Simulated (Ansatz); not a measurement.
Ansatz input

```yaml
crystal:
  lattice:
    - [2.6732110359, 0.0, 0.0]
    - [0.0, 2.6732110359, 0.0]
    - [0.0, 0.0, 2.6732110359]
  atoms:
    - { symbol: Ni, position: [0.0, 0.0, 0.0], spin: -0.545 }
    - { symbol: Ni, position: [0.5, 0.5, 0.5], spin: -0.545 }
hamiltonian:
  xc: pbesol
  pseudopotentials:
    kind: paw
    azcp:
      Ni: "pseudopotentials/Ni.paw.azcp"
basis:
  ecutwfc: 420
  fft_grid_basis: typed
kpoints:
  mp_grid: { grid: [13, 13, 13], shift: [0, 0, 0] }
magnetization:
  spin_polarized: true
scf:
  occupations: { method: fermi_dirac, width: 0.05 }
  lower_state_search: "off"
output:
  stress: true
```

Output

```
Warning: the record states the generating functional pbe (its physics header spells it `PBE`), which answers neither for hamiltonian.xc's functional nor for the pbesol family's — results may be inconsistent (PPs are generated against a specific XC)
Engine: ansatz 0.2.0, aarch64-unknown-linux-gnu
Pseudopotentials: kind: paw
Pseudopotential: Ni, paw, valence charge 18, recommended cutoff 420 eV (normal) 
Functional definition: PBEsol
  exchange = pbesol_x
  correlation = pbesol_c
Crystal: 2 atoms, lattice volume = 19.103 Å³
Basis set: ecut = 420 eV, 365 PW (Γ)
Bands: 23, of which v1, the nominal top of the filled ones, is band 18 counted from 1 (17 counted from 0)
Symmetry: 96 space group operations
Space group: Im-3m (ITA 229), of the structure as read, at distance tolerance 2.7e-5 Å
Magnetic group: BNS 229.140 (UNI 1642), of the structure as read, at distance tolerance 2.7e-5 Å
k-points: 84 of 2197
Non-local potential: Ni, projectors of the file, l = 0: 3, l = 1: 2, l = 2: 3, l = 3: 1
PAW form: soft (Blöchl's): semilocal exchange-correlation on the pseudo side does not see the compensation charge
PAW frozen core: Ni, regenerated for the run's functional, and the local potential with it (the file was generated under x = pbe(κ = 0.804, μ = 0.2195149727645171), c = pbe(β = 0.06672455060314922))
PAW one-centre angular grid: Ni, 590 points (default); XC on 64 Gauss nodes
Initial density: superposition of atomic densities (chi_scale 0.1, normalization cell)
Starting moments: Σ|m| = 1.09 μB on 2 of 2 sites
Initial wavefunctions: pseudopotential atomic-orbital guess
Functional: x = pbesol(κ = 0.804, μ = 0.12345679012345678), c = pbesol(β = 0.046)
iter 1 solved again at ethr=1.07e-4 eV; its pass at ethr=3.10e-3 eV (dr2=3.84e-2 eV) is discarded
SCF iter   1: F=—  HF=-11609.596653 eV  |F-HF|=—  |Δ(HF+E_count)|=         —  Δρ=1.75e-2 (↑1.75e-2 ↓1.51e-2)  dr2=3.86e-2  dr2_m=1.35e-2  M=-0.847 μB ∫|m|=0.869 μB  β_m=0.30  ethr=1.07e-4  ⟨swp⟩=1.1  Hψ=19784  notcnv=0
SCF iter   2: F=—  HF=-11609.589173 eV  |F-HF|=—  |Δ(HF+E_count)|=   7.48e-3  Δρ=1.43e-2 (↑1.43e-2 ↓7.56e-3)  dr2=8.17e-3  dr2_m=7.92e-3  M=-0.833 μB ∫|m|=0.865 μB  β_m=0.30  ethr=1.07e-4  ⟨swp⟩=2.0  Hψ=6128  notcnv=0
SCF iter   3: F=—  HF=-11609.598141 eV  |F-HF|=—  |Δ(HF+E_count)|=   8.97e-3  Δρ=1.10e-2 (↑1.10e-2 ↓5.28e-3)  dr2=5.27e-3  dr2_m=5.12e-3  M=-0.818 μB ∫|m|=0.858 μB  β_m=0.30  ethr=2.27e-5  ⟨swp⟩=2.7  Hψ=6583  notcnv=0
SCF iter   4: F=—  HF=-11609.611542 eV  |F-HF|=—  |Δ(HF+E_count)|=   1.34e-2  Δρ=5.45e-3 (↑5.45e-3 ↓3.57e-3)  dr2=1.33e-3  dr2_m=3.22e-3  M=-0.807 μB ∫|m|=0.854 μB  β_m=0.30  ethr=1.46e-5  ⟨swp⟩=2.3  Hψ=7782  notcnv=0
SCF iter   5: F=—  HF=-11609.613231 eV  |F-HF|=—  |Δ(HF+E_count)|=   1.69e-3  Δρ=4.75e-3 (↑4.75e-3 ↓2.84e-3)  dr2=8.73e-4  dr2_m=2.33e-3  M=-0.795 μB ∫|m|=0.847 μB  β_m=0.30  ethr=3.70e-6  ⟨swp⟩=1.0  Hψ=3976  notcnv=0
SCF iter   6: F=—  HF=-11609.614133 eV  |F-HF|=—  |Δ(HF+E_count)|=   9.02e-4  Δρ=3.57e-3 (↑2.83e-3 ↓3.57e-3)  dr2=1.15e-4  dr2_m=1.75e-3  M=-0.785 μB ∫|m|=0.840 μB  β_m=0.30  ethr=2.43e-6  ⟨swp⟩=2.4  Hψ=6765  notcnv=0
...
iter 25 did not close the SCF: its close was put off for a magnetic moment that had not settled (scf_convergence_deferred on its scf_iter line)
SCF iter  25: F=-11609.618923 eV  HF=-11609.618923 eV  |F-HF|=1.93e-8  |Δ(HF+E_count)|=   4.16e-6  Δρ=1.59e-5 (↑1.59e-5 ↓9.10e-6)  dr2=2.13e-8  dr2_m=8.01e-9  M=-0.001 μB ∫|m|=0.001 μB  β_m=0.83  ethr=2.78e-10  ⟨swp⟩=5.2  Hψ=16548  notcnv=0
iter 26 did not close the SCF: its close was put off for a magnetic moment that had not settled (scf_convergence_deferred on its scf_iter line)
SCF iter  26: F=-11609.618923 eV  HF=-11609.618923 eV  |F-HF|=1.69e-9  |Δ(HF+E_count)|=   5.28e-9  Δρ=4.51e-6 (↑4.51e-6 ↓2.05e-6)  dr2=1.73e-9  dr2_m=7.48e-10  M=-0.000 μB ∫|m|=0.000 μB  β_m=0.91  ethr=5.93e-11  ⟨swp⟩=2.3  Hψ=13105  notcnv=0
SCF iter  27: F=-11609.618923 eV  HF=-11609.618923 eV  |F-HF|=1.82e-11  |Δ(HF+E_count)|=  7.48e-10  Δρ=6.21e-7 (↑6.21e-7 ↓3.09e-7)  dr2=2.15e-11  dr2_m=2.01e-11  M=-0.000 μB ∫|m|=0.000 μB  ethr=4.80e-12  ⟨swp⟩=1.7  Hψ=11593  notcnv=0
WARN: the starting moments were not kept: the SCF closed with an absolute magnetisation of 5.5e-5 μB, where they sum to 1.09 μB in size (2 sites). That is at most 0.1 of that sum. Measured as dr2_m measures the in/out step, that magnetisation stands 4.1e-9 eV from none, at or under the dr2_threshold of 1.0e-7 eV: it is no larger than a step whose dr2_m would equal this threshold. The system may hold no moment; this SCF shows only that its start led to no more than that. To try another start: raise the starting moments (crystal.atoms[].spin, magnetization.per_species, magnetization.initial_magnetization, or on a non-collinear deck that types none of these the spinor_matrix: blocks that start its atoms; where the total moment is fixed, keep their sum and leave initial_magnetization as it is; typed ones take the place of any that the run laid by itself, positive ones on a crystal's lanthanoids without a Hubbard term where scf.initial_density.shell_occupations: [] is typed) or, if the notice of its spin-set hold's release reads "site moments contracting" or "site moments show no strong build", lengthen the hold (scf.mixing.spin_hold: { on: { confirm: 4 } }; for m-r²SCAN on two components see the key's manual first). Each may lead to a state that holds a moment. A second SCF, from the converged charge density, with the starting moments and any scf.initial_density.shell_occupations laid on it anew, would have followed, and was not run: the deck does not ask for one (magnetization.retry_lost_moments is false, the default). To let it run, set magnetization.retry_lost_moments: true and run the deck again, where that key's refused combinations let it; where memory then withholds it, that run's warning says so.
SCF 1 converged in 27 iterations: F = -11609.618923 eV  dr2 = 2.15e-11
SCF converged after 27 iterations
Magnetization: -0.0000 μB (18.0000 up, 18.0000 down)
Absolute magnetization: 0.0001 μB (∫|ρ↑−ρ↓|, with the PAW one-centre terms)
Spin contamination: 0.0000 ħ² per cell (⟨S²⟩ above its minimum at these occupations)
Per-site moments (μB) at R_I (Å): [(-2.6148428326021885e-5, 0.9549658250411052), (-2.6148428326078105e-5, 0.9549658250411052)]
Free energy (F): -11609.618923 eV
Harris-Foulkes:  -11609.618923 eV  (|F-HF|=1.82e-11)
Internal energy: -11609.593598 eV  (E = F + TS)
E sigma→0 (E₀):  -11609.606260 eV
Entropy (-TS):   -0.025325 eV (-12.663 meV/atom)
Fermi energy:    20.963150 eV
--- Per-component energies (eV) ---
  E_band       = -466.972750
  E_kinetic    = 571.139345
  E_local      = -6439.809617  (includes V_loc(G=0)·N_el)
  E_nonlocal   = 1272.399315
  E_hartree    = 2697.776438
  E_xc         = -171.570232
  E_vxc        = -222.135351  (∫ρ·V_xc dr)
  E_paw        = -3188.465700  (= ΣΔE_a)
  E_vpaw       = -1044.119913  (= ΣTr[D̂ρ^β])
  E_aug_tail   = 0.001002  (compensation charges beyond the density's cutoff)
  E_ewald      = -6351.458726
  E_core_change = 0.394578  (= ΣΔE_core)
  E_smearing   = -0.025325  (= −TS)
  E_closure    = -0.000000  (closes the sum)
  Σ components = -11609.618923   (vs F -11609.618923, Δ=0.00e0)
--- Stress (GPa, compression-positive) ---
       23.525609      -0.000000      -0.000000
       -0.000000      23.525609       0.000000
        0.000000       0.000000      23.525609
  P = ⅓ Tr σ = 23.5256 GPa (235.256 kbar)
```
